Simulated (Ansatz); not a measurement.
# Calculated with Ansatz: EuCo, single run

Launch command:

```bash
ansatz run input.yaml --threads 1 --pin off --max-ram 2560MiB --backend cpu --events-out ev --progress --plain --runs-dir out
```

The input file (Ansatz 0.2.0, plane waves):

```yaml
crystal:
  lattice:
    - [0.0, 3.72224865, 3.72224865]
    - [3.72224865, 0.0, 3.72224865]
    - [3.72224865, 3.72224865, 0.0]
  atoms:
    - { symbol: Eu, position: [0.0, 0.0, 0.0], spin: 7.0 }
    - { symbol: Eu, position: [0.25, 0.25, 0.25], spin: 7.0 }
    - { symbol: Co, position: [0.5, 0.5, 0.5], spin: -1.8 }
    - { symbol: Co, position: [0.75, 0.75, 0.75], spin: -1.8 }
kpoints:
  mp_grid: { grid: [4, 4, 4], shift: [0, 0, 0] }
magnetization:
  spin_polarized: true
scf:
  occupations: { method: fermi_dirac }
hamiltonian:
  pseudopotentials: { kind: paw }
  xc: pbe
basis:
  ecutwfc: 420
  xc_grid: 2
output:
  forces: true
  stress: true
  eigenvalues: true
  write_density: true
  write_potential: true
  elf: true
  volumetric_format: npy
```

Origin of the cell: a known structure type with other elements, at an estimated volume, so it need not be a known compound.

The smearing width isn't typed, so it takes its default of 0.1 eV.

Output (shortened):

```
SCF iter   1: F=—  HF=-27780.312517 eV  Δρ=4.10e-2  dr2=1.57e-1  dr2_m=1.35e0  M=10.050 μB ∫|m|=18.409 μB
SCF iter   2: F=—  HF=-27781.038181 eV  Δρ=2.53e-2  dr2=2.26e-1  dr2_m=4.96e-1  M=10.225 μB ∫|m|=18.295 μB
SCF iter   3: F=—  HF=-27782.310330 eV  Δρ=1.28e-2  dr2=1.51e-1  dr2_m=5.72e-2  M=10.684 μB ∫|m|=18.320 μB  defer=1
SCF iter   4: F=—  HF=-27782.568803 eV  Δρ=1.17e-2  dr2=2.03e-1  dr2_m=3.24e-2  M=10.973 μB ∫|m|=18.346 μB  defer=64
SCF iter   5: F=—  HF=-27782.839553 eV  Δρ=1.93e-2  dr2=4.75e-1  dr2_m=2.73e-2  M=11.132 μB ∫|m|=18.754 μB  defer=64  recentre
SCF iter   6: F=—  HF=-27782.707404 eV  Δρ=7.06e-3  dr2=3.83e-2  dr2_m=1.26e-2  M=11.131 μB ∫|m|=18.633 μB  defer=74
SCF iter   7: F=—  HF=-27782.777611 eV  Δρ=4.38e-3  dr2=1.83e-2  dr2_m=5.27e-3  M=11.263 μB ∫|m|=18.740 μB  defer=74
SCF iter   8: F=—  HF=-27782.805959 eV  Δρ=1.04e-3  dr2=1.28e-3  dr2_m=2.97e-4  M=11.388 μB ∫|m|=18.848 μB  defer=74
SCF iter   9: F=—  HF=-27782.807277 eV  Δρ=5.19e-4  dr2=2.68e-4  dr2_m=8.19e-5  M=11.416 μB ∫|m|=18.867 μB  defer=74
SCF iter  10: F=—  HF=-27782.807384 eV  Δρ=2.32e-4  dr2=6.89e-5  dr2_m=8.08e-6  M=11.429 μB ∫|m|=18.876 μB  defer=74
SCF iter  11: F=—  HF=-27782.801990 eV  Δρ=7.21e-5  dr2=7.60e-6  dr2_m=8.17e-7  M=11.432 μB ∫|m|=18.880 μB  defer=74
SCF iter  12: F=—  HF=-27782.801991 eV  Δρ=1.66e-5  dr2=8.08e-8  dr2_m=1.27e-7  M=11.433 μB ∫|m|=18.881 μB  defer=74
SCF iter  13: F=—  HF=-27782.801991 eV  Δρ=9.67e-6  dr2=8.91e-8  dr2_m=1.71e-8  M=11.433 μB ∫|m|=18.882 μB  defer=74
SCF iter  14: F=—  HF=-27782.801991 eV  Δρ=1.78e-6  dr2=5.01e-9  dr2_m=5.10e-10  M=11.433 μB ∫|m|=18.882 μB  defer=74
SCF iter  15: F=-27782.801991 eV  HF=-27782.801991 eV  Δρ=3.77e-6  dr2=1.54e-8  dr2_m=3.31e-9  M=11.434 μB ∫|m|=18.882 μB
SCF 1 converged in 15 iterations: F = -27782.801991 eV  dr2 = 1.54e-8
SCF converged after 15 iterations
Magnetization: 11.4335 μB (39.7168 up, 28.2832 down)
Absolute magnetization: 18.8822 μB (∫|ρ↑−ρ↓|, with the PAW one-centre terms)
Spin contamination: 3.2163 ħ² per cell (⟨S²⟩ above its minimum at these occupations)
Per-site moments (μB) at R_I (Å): [(6.980880, 1.329719), (6.980880, 1.329719), (-1.824831, 1.329719), (-1.824831, 1.329719)]
Free energy (F): -27782.801991 eV
Harris-Foulkes:  -27782.801991 eV  (|F-HF|=1.58e-8)
Internal energy: -27782.481522 eV  (E = F + TS)
E sigma→0 (E₀):  -27782.641757 eV
Entropy (-TS):   -0.320470 eV (-80.117 meV/atom)
Fermi energy:    10.980336 eV
--- Per-component energies (eV) ---
  E_band       = -758.993594
  E_kinetic    = 1605.301089
  E_local      = -11275.527328  (includes V_loc(G=0)·N_el)
  E_nonlocal   = 1853.911787
  E_hartree    = 4646.087830
  E_xc         = -668.388708
  E_vxc        = -810.163395  (∫ρ·V_xc dr)
  E_paw        = -15806.494259  (= ΣΔE_a)
  E_vpaw       = -1424.692513  (= ΣTr[D̂ρ^β])
  E_aug_tail   = 0.000115  (compensation charges beyond the density's cutoff)
  E_ewald      = -8137.372048
  E_smearing   = -0.320470  (= −TS)
  Σ components = -27782.801991   (vs F -27782.801991, Δ=0.00e0)
--- Forces (eV/Å), atoms counted from 1 ---
  atom   1  Eu     0.000000     0.000000     0.000000
  atom   2  Eu     0.000000     0.000000    -0.000000
  atom   3  Co     0.000000    -0.000000     0.000000
  atom   4  Co     0.000000     0.000000     0.000000
  max |Σ_I F_I| component: 2.60e-17 eV/Å
--- Stress (GPa, compression-positive) ---
       -8.100005       0.000000      -0.000000
        0.000000      -8.100005       0.000000
       -0.000000      -0.000000      -8.100005
  P = ⅓ Tr σ = -8.1000 GPa (-81.000 kbar)
```

Caveats: f shells without a U or exact exchange are poorly placed; no spin-orbit coupling, though heavy elements are present; one start, so the magnetic state may not be the lowest; the k mesh is coarse if the cell is a metal.

The run took 15 s on 1 thread of Intel(R) Xeon(R) Platinum 8488C (Sapphire Rapids), with other jobs on the host, peak memory 0.51 GiB, from the program's own first density.
